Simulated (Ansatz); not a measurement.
TiTe2 from its elements: all-electron against pseudopotential results

```
CELL_PARAMETERS angstrom
3.77025 0.00000 0.00000
-1.88513 3.26514 0.00000
0.00000 0.00000 6.87302
ATOMIC_POSITIONS crystal
Ti 0.00000 0.00000 0.00000
Te 0.66667 0.33333 0.25166
Te 0.33333 0.66667 0.74834
```

The cell comes from a relaxation on PAW files under the same functional, begun from a database entry that needn't be the ground state.

Computed with Ansatz 0.2.0; functional PBE, scalar-relativistic. Settings: a Γ-centred 11×11×6 k mesh, Fermi–Dirac smearing of 0.05 eV, no spin polarisation. Methods: LAPW: all electrons, basis error target 0.5 meV/atom; PAW: frozen-core files, cutoff 420 eV; norm-conserving: pseudopotentials, cutoff 1155 eV.

The elements are taken as Te trigonal Te, Ti hcp, each relaxed on PAW files under the same functional and computed by the same method as the compound; zero-point and thermal terms are left out. PBE lacks dispersion, which leaves layered or molecular solids underbound, be they references or the compound itself.

Spin–orbit coupling is left out, which matters for the heavy atoms. The norm-conserving files are those that the library serves for this functional.

(1) Give the formation energy by each method, with the residual pressure at this cell and the LAPW gap.

(2) Give the LAPW value for one formula unit in kJ/mol.

Results:

(1) 

| method | ΔE(formation) (eV/atom) | P at this cell (GPa) | gap (eV) |
| --- | --- | --- | --- |
| LAPW | -0.701 | 0.00 | 0.00 |
| PAW | -0.702 | 0.00 | – |
| norm-conserving | -0.701 | 0.02 | – |

(2) -0.701 eV/atom × 3 atoms × 96.485 kJ/(mol·eV) = -202.9 kJ/mol, at zero temperature and without zero-point motion.
